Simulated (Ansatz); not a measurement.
Consider the following.

W$_{2}$C:
Space group Pbcn (No. 60); a = 4.7155 Å, b = 6.0382 Å, c = 5.1819 Å, α = 90.00°, β = 90.00°, γ = 90.00°

```csv
atom,site,symmetry,x,y,z
W,8d,1,0.2435,0.1224,0.0810
C,4c,.2.,0.0000,0.3779,0.2500
```

This is the PBEsol-relaxed structure.

Task: All from PBEsol in the plane-wave PAW code Ansatz, unless another level is named. Predict the electronic character.

Result: metallic (no gap).

Task: What about the formation energy from the elements (no fitted shifts)?

Result: -0.095 eV/atom.

Task: Predict the density of states at the Fermi level.

Result: 0.50 states/eV per atom (mean over ±0.08 eV).

The workflow started from a Materials Project entry (that database holds measured and hypothetical structures alike); the Crystallography Open Database copy checked does not list it. Its standing as an ambient phase is unchecked. The cell was relaxed with PBEsol under the symmetry of its start; its stability against distortions is not shown here. The run is not spin-polarised. The references are the lowest solids computed at this level, not always the standard phases. Scalar-relativistic: spin–orbit coupling is off unless named, which matters more the heavier the elements.

Potentials: the later of the program's two PAW sets.
